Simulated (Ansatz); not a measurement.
ScAl:
```
CELL_PARAMETERS angstrom
      3.36965     0.00000     0.00000
      0.00000     3.36965     0.00000
      0.00000     0.00000     3.36965
ATOMIC_POSITIONS crystal
  Sc 0.50000 0.50000 0.50000
  Al 0.00000 0.00000 0.00000
```

Relaxed with r²SCAN. Special points in fractions of this cell's reciprocal vectors: Γ (0.000, 0.000, 0.000); X (0.000, 0.500, 0.000); M (0.500, 0.500, 0.000); R (0.500, 0.500, 0.500).

Task: List the band energies nearest the Fermi level at these points for DFT-r²SCAN in the program Ansatz with PAW potentials.

Result: In eV from the Fermi level; about four levels below and three above (degenerate sets whole), none deeper than 8.9 eV; points with the same levels are listed once.

```tsv
k	below	above
Γ	-0.70 -0.70	2.95 2.95 2.95
X	-6.09 -4.91	0.34 0.90 0.90
M	-4.95 -2.16 -2.16 -0.86	1.70 1.70 3.91
R	-2.74 -2.74 -2.74 -0.29	2.91 2.91 2.91
```

Space group Pm-3m (CsCl type). The workflow started from a Materials Project entry (that database holds measured and hypothetical structures alike); the Crystallography Open Database copy checked does not list it. With Sc and Al taken as one species the cell has the higher symmetry Im-3m, so it may be an ordered model of a mixed-site phase. Its standing as an ambient phase is unchecked. The cell was relaxed with r²SCAN under the symmetry of its start; of distortions, only those at the zone centre were tested. No spin polarisation was allowed.

Potentials: the later of the program's two PAW sets.
